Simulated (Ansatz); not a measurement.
Calculation for LuPb$_{2}$: DFT, LDA, PAW with Ansatz's default frozen-core files, scalar-relativistic (Ansatz 0.2.0). This run: volume at 0.4 of the series' base cell.

The base volume is that of a database entry, so it needn't be at zero pressure; the structure needn't be the stable phase, at rest or compressed.

Command: `ansatz run input.yaml --threads 1 --pin off --max-ram 3072MiB --backend cpu --events-out ev --progress --plain --runs-dir out` It took 38 s on 1 thread of Arm Neoverse V2, with other jobs on the host, peak memory 0.55 GiB.

```yaml
crystal:
  lattice:
    - [-1.3653389137, 1.3653389137, 4.8334493262]
    - [1.3653389137, -1.3653389137, 4.8334493262]
    - [1.3653389137, 1.3653389137, -4.8334493262]
  atoms:
    - { symbol: Lu, position: [0.0, 0.0, 0.0] }
    - { symbol: Pb, position: [0.333, 0.333, 0.0] }
    - { symbol: Pb, position: [0.667, 0.667, 0.0] }
kpoints:
  mp_grid: { grid: [14, 14, 14] }
  band_path:
    path:
      - [0.0, 0.0, 0.0]
      - [0.0, 0.0, 0.5]
      - [0.25, 0.25, 0.25]
      - [0.0, 0.5, 0.0]
      - [0.0, 0.0, 0.0]
      - [0.5, 0.5, -0.5]
      - [0.2699483328, 0.7300516672, -0.2699483328]
      - [-0.2699483328, 0.2699483328, 0.2699483328]
      - [0.0, 0.0, 0.0]
    npoints: 6
scf:
  occupations: { method: fermi_dirac, width: 0.05 }
hamiltonian:
  xc: lda
  pseudopotentials: { kind: paw }
output:
  forces: true
  stress: true
  eigenvalues: true
  efg: { contact_densities: true }
  populations: true
  write_density: true
  write_potential: true
  elf: true
  volumetric_format: npy
```

Output:

```
basis.fft_grid_basis auto: the FFT boxes are laid along the combinations [[1, -1, 0], [0, 1, 0], [1, 0, 1]] of the cell's own vectors, 3.862, 5.205 and 2.731 Å long. The dense box has 27×36×20 points. Along the cell's own vectors, as sized, it would have 36×36×36, 2.40 times as many. Of the 16 symmetry operations that the crystal satisfies within crystal.symmetry.tolerance (time reversal apart; of a slab, those that keep its plane) the dense box along the cell's own vectors carries 16, and the one as laid loses 14 of those. basis.fft_grid_basis: typed keeps the cell's own vectors: state it where this run's energies or levels are differenced outside the engine with another run's, or held beside a run that keeps those vectors. Those combinations have planes normal to reciprocal vector 3, as the cell's own vectors have. Each planar average written beside output.write_density, output.write_potential has a row for each plane of the box: 20. The volumetric files lie along those combinations, not along the cell's own vectors: a cube or XSF file states them, and fields.json those of NumPy files.
Lu: projections on atomic orbitals take those of the free atom [Kr 4d10] 4f14 5s2 5p6 5d1 6s2, of charge +0.00 (hamiltonian.pseudopotentials.projection_atoms); the dataset's partial waves leave at most 5.1e-5 of an orbital's norm unspanned inside its sphere
Lu, Pb: output.efg is read without spin–orbit coupling, which moves field gradients at and beside such atoms by some per cent and up to a factor of two; PAW files take it under magnetization.noncollinear and magnetization.spin_orbit
Engine: ansatz 0.2.0
Pseudopotentials: kind: paw
Pseudopotential: Lu, paw, valence charge 25, recommended cutoff 420 eV (normal), Lu.paw.azcp
Pseudopotential: Pb, paw, valence charge 14, recommended cutoff 420 eV (normal), Pb.paw.azcp
Functional definition: SPW92
  exchange = slater_x
  correlation = pw_c
Crystal: 3 atoms, lattice volume = 36.041 Å³
Basis set: ecut = 420 eV, 701 PW (Γ), FFT grids on a1−a2, a2, a1+a3
Bands: 32, of which v1, the nominal top of the filled ones, is band 27 counted from 1 (26 counted from 0)
Symmetry: 16 space group operations
Space group: I4/mmm (ITA 139), of the structure as read, at distance tolerance 3.3e-5 Å
k-points: 244 of 2744
Non-local potential: Lu, projectors of the file, l = 0: 3, l = 1: 2, l = 2: 2, l = 3: 3
Non-local potential: Pb, projectors of the file, l = 0: 2, l = 1: 2, l = 2: 2, l = 3: 2
PAW form: soft (Blöchl's): semilocal exchange-correlation on the pseudo side does not see the compensation charge
PAW frozen core: Lu, regenerated for the run's functional, and the local potential with it (the file was generated under x = pbe(κ = 0.804, μ = 0.2195149727645171), c = pbe(β = 0.06672455060314922))
PAW frozen core: Pb, regenerated for the run's functional, and the local potential with it (the file was generated under x = pbe(κ = 0.804, μ = 0.2195149727645171), c = pbe(β = 0.06672455060314922))
PAW one-centre angular grid: Lu, 590 points (default); XC on 64 Gauss nodes
PAW one-centre angular grid: Pb, 590 points (default); XC on 64 Gauss nodes
Initial density: superposition of atomic densities (neutral atoms: chi_scale 0, normalization atom), corrected by the library's trained network
Initial wavefunctions: pseudopotential atomic-orbital guess
Functional: x = slater, c = lda
SCF iter   1: F=—  HF=-37679.363718 eV  |F-HF|=—  |Δ(HF+E_count)|=         —  Δρ=4.22e-2  dr2=1.96e0  ethr=1.77e-3  ⟨swp⟩=12.3  Hψ=56335  notcnv=0  defer=1
preconditioner: auto → Kerker (q_TF=auto, 2.909 Å⁻¹)  [metal: Δε(μ)=0.015 eV  Ē_g=18.155 eV  σ=0.050 eV  W_gap=0.07  n_scr=12 (ndim 8)  ℏωp=44.2 eV  f_vac=0.000  D(μ)=1.37/eV (n_scr^D=12)]
SCF iter   2: F=—  HF=-37679.085536 eV  |F-HF|=—  |Δ(HF+E_count)|=   2.78e-1  Δρ=2.46e-2  dr2=7.17e-1  ethr=1.77e-3  ⟨swp⟩=3.5  Hψ=16592  notcnv=0  defer=158
SCF iter   3: F=—  HF=-37679.182420 eV  |F-HF|=—  |Δ(HF+E_count)|=   9.69e-2  Δρ=3.16e-2  dr2=3.62e-1  ethr=1.35e-3  ⟨swp⟩=3.9  Hψ=19444  notcnv=0  defer=156
SCF iter   4: F=—  HF=-37678.911876 eV  |F-HF|=—  |Δ(HF+E_count)|=   2.71e-1  Δρ=7.09e-3  dr2=1.21e-2  ethr=6.82e-4  ⟨swp⟩=4.0  Hψ=21391  notcnv=0  defer=158
SCF iter   5: F=—  HF=-37678.911004 eV  |F-HF|=—  |Δ(HF+E_count)|=   8.72e-4  Δρ=2.23e-3  dr2=4.54e-3  ethr=2.28e-5  ⟨swp⟩=3.4  Hψ=23089  notcnv=0  defer=164
SCF iter   6: F=—  HF=-37678.910115 eV  |F-HF|=—  |Δ(HF+E_count)|=   8.89e-4  Δρ=3.84e-4  dr2=4.85e-5  ethr=8.56e-6  ⟨swp⟩=2.1  Hψ=13693  notcnv=0  defer=159
SCF iter   7: F=—  HF=-37678.910172 eV  |F-HF|=—  |Δ(HF+E_count)|=   5.71e-5  Δρ=2.08e-4  dr2=2.60e-5  ethr=9.15e-8  ⟨swp⟩=3.6  Hψ=21537  notcnv=0  defer=159
SCF iter   8: F=—  HF=-37678.910168 eV  |F-HF|=—  |Δ(HF+E_count)|=   4.19e-6  Δρ=3.66e-5  dr2=2.13e-7  ethr=4.90e-8  ⟨swp⟩=2.3  Hψ=14468  notcnv=0  defer=159
SCF iter   9: F=-37678.910168 eV  HF=-37678.910168 eV  |F-HF|=8.52e-9  |Δ(HF+E_count)|=   5.02e-8  Δρ=1.57e-5  dr2=4.26e-8  ethr=1.89e-10  ⟨swp⟩=25.2  Hψ=125103  notcnv=0
SCF 1 converged in 9 iterations: F = -37678.910168 eV  dr2 = 4.26e-8
  greatest PAW one-centre occupation: 1.000 electrons in one spin orbital (limit 2), on the Lu atom at site 0 (counted from 0), in its partial waves of l = 0
NSCF: frozen V_eff on 49 k-points
SCF converged after 9 iterations
Free energy (F): -37678.910168 eV
Harris-Foulkes:  -37678.910168 eV  (|F-HF|=8.52e-9)
Internal energy: -37678.899319 eV  (E = F + TS)
E sigma→0 (E₀):  -37678.904743 eV
Entropy (-TS):   -0.010849 eV (-3.616 meV/atom)
Fermi energy:    33.861212 eV
--- Per-component energies (eV) ---
  E_band       = 964.989874
  E_kinetic    = 1111.699934
  E_local      = -5994.538968  (includes V_loc(G=0)·N_el)
  E_nonlocal   = 1305.794372
  E_hartree    = 2739.775761
  E_xc         = -693.199456
  E_vxc        = -574.423723  (∫ρ·V_xc dr)
  E_paw        = -27359.960059  (= ΣΔE_a)
  E_vpaw       = -363.089433  (= ΣTr[D̂ρ^β])
  E_aug_tail   = 0.000107  (compensation charges beyond the density's cutoff)
  E_ewald      = -8790.634217
  E_core_change = 2.163208  (= ΣΔE_core)
  E_smearing   = -0.010849  (= −TS)
  E_closure    = -0.000000  (closes the sum)
  Σ components = -37678.910168   (vs F -37678.910168, Δ=0.00e0)
--- Forces (eV/Å), atoms counted from 1 ---
  atom   1  Lu    -0.00000000    -0.00000000     0.00000000
  atom   2  Pb    -0.00000000     0.00000000     4.99529242
  atom   3  Pb     0.00000000    -0.00000000    -4.99529242
  max |Σ_I F_I| component: 9.47e-30 eV/Å
--- Stress (GPa, compression-positive) ---
      308.618216      -0.000000       0.000000
       -0.000000     308.618216       0.000000
        0.000000       0.000000     275.028840
  P = ⅓ Tr σ = 297.4218 GPa (2974.218 kbar)
--- PAW observables at the nuclei: V_zz in 10²¹ V/m², potentials from the cell's mean, atoms counted from 1 ---
  atom   1  Lu V_zz =   +19.731199   η = 0.0000   by run symmetry: allowed
            electrostatic potential = -13897.493170 V   contact ρ = 6938721.058931 e/Å³
  atom   2  Pb V_zz =    -1.527010   η = 0.0000   by run symmetry: allowed
            electrostatic potential = -17508.516906 V   contact ρ = 16468990.908886 e/Å³
  atom   3  Pb V_zz =    -1.527010   η = 0.0000   by run symmetry: allowed
            electrostatic potential = -17508.516906 V   contact ρ = 16468990.908886 e/Å³
--- Band table (eV; the first three rows and the last of 244) ---
  k-point 0: bands = ["-22.4208", "5.3604", "7.3692", "7.3692", "11.5598", "12.3519", "12.8462", "13.0944", "13.1121", "13.1121", "13.8991", "14.4092", "15.1036", "15.2616", "15.2616", "25.1479", "25.6178", "28.5613", "28.6809", "28.6809", "28.7669", "28.7725", "28.8845", "28.8845", "31.2149", "33.4175", "33.4175", "34.5551", "41.3587", "42.3223", "42.3623", "43.6728"]
  k-point 1: bands = ["-22.4005", "5.4017", "7.2007", "7.2392", "11.6605", "12.4397", "13.0569", "13.0762", "13.1766", "13.1948", "13.8134", "14.4640", "15.0485", "15.1582", "15.2756", "24.9752", "26.1318", "28.5689", "28.6854", "28.6856", "28.7434", "28.7710", "28.8488", "28.8593", "31.5606", "33.0031", "33.5909", "34.6687", "40.2106", "41.6052", "41.6304", "43.2782"]
  k-point 2: bands = ["-22.3438", "5.5177", "6.8026", "6.8951", "11.9225", "12.6729", "13.0156", "13.2698", "13.3151", "13.4700", "13.5312", "14.2724", "14.9934", "15.3141", "15.6941", "24.6675", "27.3547", "28.5810", "28.6934", "28.7055", "28.7235", "28.7775", "28.7890", "28.7939", "31.8695", "32.4932", "33.6614", "34.9841", "37.7606", "40.0760", "40.6232", "42.1512"]
  k-point 243: bands = ["-22.4192", "5.1726", "7.3575", "7.3575", "11.5181", "11.8249", "13.1525", "13.3560", "13.3560", "13.8966", "13.9090", "14.9468", "14.9468", "15.0915", "15.4696", "20.0573", "28.4132", "28.5761", "28.6826", "28.6826", "28.7653", "28.8288", "28.8288", "31.0583", "31.9670", "33.5693", "36.5269", "36.5269", "36.6577", "36.6577", "41.4731", "41.5003"]
--- Löwdin populations: 3 sites ---
  site symbol       q [e]
     0     Lu     25.9154
     1     Pb     13.3569
     2     Pb     13.3569
  spilling = 0.006997 (of n_electrons = 53.000000)
```

populations.tsv:

```
# site	symbol	l	j	q
# orbitals = lowdin
# n_electrons = 53.000000
# spilling = 0.006997
# projection_atom_Lu: [Kr 4d10] 4f14 5s2 5p6 5d1 6s2
0	Lu	0_5S	-	1.925624
0	Lu	0_6S	-	0.244848
0	Lu	1_5P	-	5.881842
0	Lu	2_5D	-	3.932962
0	Lu	3_4F	-	13.930102
1	Pb	0_6S	-	1.201022
1	Pb	1_6P	-	2.264115
1	Pb	2_5D	-	9.891767
2	Pb	0_6S	-	1.201022
2	Pb	1_6P	-	2.264115
2	Pb	2_5D	-	9.891767
```

Spin–orbit coupling is left out, which matters for the heavy atoms. The PAW files were made under PBE.
